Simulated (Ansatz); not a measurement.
Relaxed-ion elastic tensor of Al (fcc (Cu type), Fm-3m) in GPa (Voigt order), PBE (plane waves, PAW; program Ansatz); density 2.72 g/cm³, 16.48 Å³ per atom.

```json
[
 {"": "1", "1": "114", "2": "59.9", "3": "59.9", "4": "0.0", "5": "0.0", "6": "0.0"},
 {"": "2", "1": "59.9", "2": "114", "3": "59.9", "4": "0.0", "5": "0.0", "6": "0.0"},
 {"": "3", "1": "59.9", "2": "59.9", "3": "114", "4": "0.0", "5": "0.0", "6": "0.0"},
 {"": "4", "1": "0.0", "2": "0.0", "3": "0.0", "4": "37.2", "5": "0.0", "6": "0.0"},
 {"": "5", "1": "0.0", "2": "0.0", "3": "0.0", "4": "0.0", "5": "37.2", "6": "0.0"},
 {"": "6", "1": "0.0", "2": "0.0", "3": "0.0", "4": "0.0", "5": "0.0", "6": "37.2"}
]
```

Question: Is the crystal mechanically stable?

Answer: Yes: the smallest eigenvalue of C is 37.2 GPa.

Question: Work out the Voigt, Reuss and Hill averages.

Answer: K_V = 78.0, K_R = 78.0, K_H = 78.0; G_V = 33.2, G_R = 32.4, G_H = 32.8 GPa.

Question: Give Young's modulus, Poisson's ratio, Pugh's ratio and the universal anisotropy index.

Answer: E = 9KG/(3K + G) = 86.3 GPa; ν = 0.32; K/G = 2.38 (ductile by the Pugh limit of 1.75); A_U = 5G_V/G_R + K_V/K_R − 6 = 0.12.

Question: Estimate the sound speeds and the Debye temperature.

Answer: v_l = √((K + 4G/3)/ρ) = 6690 m/s, v_t = √(G/ρ) = 3470 m/s, mean 3890 m/s; Θ = (h/k)(3n/4πV)^(1/3) v_m = 455 K.

Question: Give the Zener ratio and Young's modulus along [100], [110] and [111].

Answer: A = 2C44/(C11 − C12) = 1.37; 1/E = S11 − 2(S11 − S12 − S44/2)Γ with Γ = 0, 1/4, 1/3 gives 72.9, 89.2, 96.3 GPa.

Question: Solve the Christoffel equation for the three sound speeds along [100], [110], [111].

Answer: Eigenvalues of C_ijkl n_j n_l equal ρv². In km/s, slowest first: [100] 3.70, 3.70, 6.48; [110] 3.16, 3.70, 6.76; [111] 3.35, 3.35, 6.85.

The cell was relaxed with PBE under the symmetry of its start. As this level gives no gap, shear constants depend on the k-mesh and smearing (Fermi–Dirac, 0.1 eV here).

Potentials: the earlier of the program's two PAW sets.
